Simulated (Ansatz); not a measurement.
Starting cell, ZnCu (CsCl type):

```yaml
crystal:
  lattice:
    - [5.81657, 0.00000, 0.00000]
    - [0.00000, 2.90828, 0.00000]
    - [0.00000, 0.00000, 2.90828]
  atoms:
    - { symbol: Zn, position: [0.00000, 0.00000, 0.00000] }
    - { symbol: Zn, position: [0.50000, 0.00000, 0.00000] }
    - { symbol: Cu, position: [0.25000, 0.50000, 0.50000] }
    - { symbol: Cu, position: [0.75000, 0.50000, 0.50000] }
```

Scan: atom 3 (Cu, nearest neighbour Zn at 2.519 Å; its periodic images, 2.9 Å or more away, move with it) is displaced along Cartesian x, direction (1.000, 0.000, 0.000) in Cartesian axes, by s. The other atoms stay.

The numbers are results of PBEsol (plane waves to 420 eV, PAW, scalar-relativistic; Ansatz, a program for electronic structure), not measurements. k mesh 7×13×13 (Γ-centred), Fermi-Dirac smearing 0.05 eV. Energies are smeared free energies. With partly filled bands, energies and forces of such displacements shift with the k mesh and the smearing. F∥ is the force on the atom along that direction. ZnCu is run without spin polarisation. ZnCu was relaxed with its symmetry unable to fall. The zero of ΔE is the undisplaced structure.

```tsv
s (Å)	F∥ (eV/Å)	ΔE (meV/cell)
-0.760	5.822	1887
-0.608	4.110	1139
-0.456	___	___
-0.304	1.788	266
-0.152	0.865	___
0.000	0.000	0
0.152	-0.865	___
0.304	-1.788	266
0.456	___	___
0.608	-4.110	1139
0.760	-5.822	1887
```

Q: Some entries are withheld; supply them.

A: 
- -0.456, F∥ (eV/Å): 2.836
- -0.456, ΔE (meV/cell): 615
- -0.152, ΔE (meV/cell): 65
- 0.152, ΔE (meV/cell): 65
- 0.456, F∥ (eV/Å): -2.836
- 0.456, ΔE (meV/cell): 615

(For displaced atoms, the force is minus the slope of the energy, and its curvature is a force constant, which sets phonon frequencies.)
